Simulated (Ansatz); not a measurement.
HfTe: clamped-ion elastic tensor

Level of theory: DFT PBEsol, scalar-relativistic, plane waves, PAW in Ansatz. Settings: 420 eV plane-wave cutoff, Γ-centred 12×12×12 mesh, Fermi-Dirac smearing of 0.15 eV. No spin polarisation.

Equilibrium structure at this level:
```
Hf Te
1.0
     0.00000    2.88017    2.88017
     2.88017    0.00000    2.88017
     2.88017    2.88017    0.00000
Hf Te
1 1
Direct
  0.00000 0.00000 0.00000
  0.50000 0.50000 0.50000
```

The cell was built by swapping an element in a database structure (itself possibly hypothetical) and relaxing; it need not be the stable form of this composition. In a metal, frequencies and elastic constants depend on the k mesh and the smearing, soft modes and shear constants most. Spin–orbit coupling is left out, which can shift energies with elements as heavy as these.

**Question.** Give the clamped-ion elastic constants (GPa, Voigt order xx yy zz yz xz xy, on the axes of the cell above).

**Answer.**
C11 = 233.7, C12 = 26.0, C13 = 26.0, C22 = 233.7, C23 = 26.0, C33 = 233.7, C44 = -6.7, C55 = -6.7, C66 = -6.7 GPa; the others vanish.